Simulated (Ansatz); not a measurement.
SiSnGeC (R3m), relaxed and computed with several functionals in Ansatz (plane waves, PAW).

| functional | a (Å) | c (Å) | V (Å³/atom) | ΔH_f (eV/atom) |
|---|---|---|---|---|
| PBE | 3.769 | 18.558 | 19.03 | 0.40 |
| PBEsol | 3.725 | 18.361 | 18.39 | 0.38 |
| r²SCAN | 3.735 | 18.382 | 18.51 | 0.37 |

Typed or built starts, not in the databases checked: SiSnGeC, R3m (C on 3a, Si on 3a, Ge on 3a, Sn on 3a). All cells were relaxed under the symmetry of their starts (and spin orders); stability against distortions was not tested throughout. Scalar-relativistic: spin–orbit coupling is off unless named, which matters more the heavier the elements.

Potentials: the later of the program's two PAW sets.

Ansatz (a program for electronic structure) is a plane-wave DFT program.

Formation energies count from the lowest solids of the elements computed at the same level, not from gases.
